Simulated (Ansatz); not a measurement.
YSi2:
```yaml
crystal:
  lattice:
    - [2.78500, 2.78427, 0.00000]
    - [-2.78500, 2.78427, 0.00000]
    - [-2.77971, 0.00000, 7.22334]
  atoms:
    - { symbol: Y, position: [0.87483, 0.87483, 0.25000] }
    - { symbol: Y, position: [0.12517, 0.12517, 0.75000] }
    - { symbol: Si, position: [0.45681, 0.29297, 0.41395] }
    - { symbol: Si, position: [0.54319, 0.70703, 0.58605] }
    - { symbol: Si, position: [0.29297, 0.45681, 0.08605] }
    - { symbol: Si, position: [0.70703, 0.54319, 0.91395] }
```

Relaxed with PBEsol. Special points in fractions of this cell's reciprocal vectors: Γ (0.000, 0.000, 0.000); A (0.000, 0.000, 0.500); I2 (0.463, 0.463, 0.500); I (-0.463, 0.537, 0.500); M2 (-0.500, 0.500, 0.500); Y (0.500, 0.500, 0.000); L2 (0.000, 0.500, 0.500); V2 (0.000, 0.500, 0.000).

Question: List the band energies nearest the Fermi level at these points for plane-wave PAW PBEsol (Ansatz code).

Answer: In eV from the Fermi level; about four levels below and three above (degenerate sets whole), none deeper than 8.9 eV; points with the same levels are listed once.

```
k                           below                above
--  -----------------------------  -------------------
Γ   -2.33 -2.33 -1.21 -0.78 -0.37  1.04 1.70 1.81 1.81
A         -2.35 -2.35 -2.09 -2.09  1.05 1.05 1.49 1.49
I2        -3.61 -3.61 -2.96 -2.96  0.05 0.05 2.05 2.05
M2        -3.59 -3.59 -3.02 -3.02  0.06 0.06 2.04 2.04
Y         -3.59 -3.59 -3.02 -3.02       0.06 0.07 2.04
L2        -1.94 -1.59 -0.58 -0.16       0.77 1.57 1.81
V2        -1.94 -1.59 -0.58 -0.15       0.77 1.57 1.80
```

Space group I4_1/amd. The workflow started from a Materials Project entry (that database holds measured and hypothetical structures alike); the Crystallography Open Database copy checked does not list it. COD files the formula under space group No. 191, so this cell is another polymorph or a model. Its standing as an ambient phase is unchecked. The PBEsol relaxation kept the symmetry of its start; of distortions, only those at the zone centre were tested. No spin polarisation was allowed. Point labels and valley counts follow the cell and symmetry of the run, lower than the named group. Scalar-relativistic: spin–orbit coupling is off unless named, which matters more the heavier the elements.

Potentials: the later of the program's two PAW sets.
